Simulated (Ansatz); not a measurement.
This run works on a proposed trial structure, not on a known crystal.

Input and command of a plane-wave DFT calculation in Ansatz:

```yaml
crystal:
  lattice:
    - [-3.8380480264, 3.8380480264, 3.1555408149]
    - [3.8380480264, -3.8380480264, 3.1555408149]
    - [3.8380480264, 3.8380480264, -3.1555408149]
  atoms:
    - { symbol: Ga, position: [0.5122161976, 0.0122161976, 0.5] }
    - { symbol: Ga, position: [0.0122161976, 0.5122161976, 0.5] }
    - { symbol: Sn, position: [0.9258904306, 0.9258904306, 0.0] }
    - { symbol: Se, position: [0.4399381379, 0.5992644817, 0.5134504776] }
    - { symbol: Se, position: [0.085814004, 0.9264876603, 0.4865495224] }
    - { symbol: Se, position: [0.9264876603, 0.4399381379, 0.8406736563] }
    - { symbol: Se, position: [0.5992644817, 0.085814004, 0.1593263437] }
basis:
  ecutwfc: 420
kpoints:
  mp_grid: { grid: [6, 6, 6] }
hamiltonian:
  xc: pbe
scf:
  occupations: { method: gaussian, width: 0.02 }
output:
  forces: true
  stress: true
  eigenvalues: true
relax:
  adjacent_minimum: "off"
  f_tol: 0.01
  max_steps: 30
  cell: { stress_tol: 0.1, fix: [volume] }
```

```bash
ansatz run input.yaml --threads 1 --pin off --max-ram 2560MiB --backend cpu --events-out ev --progress --plain --runs-dir out
```

Processor: Intel(R) Xeon(R) Platinum 8259CL CPU @ 2.50GHz (Skylake/Cascade Lake), 1 thread, on a host shared with other jobs.

Question: Estimate time, memory and problem size.

Answer: About 3.3 min, peak memory 0.69 GiB. It solves 63 bands at 36 k points (after reduction by symmetry) with about 3655 plane waves, in 25 SCF iterations over 4 ionic steps.
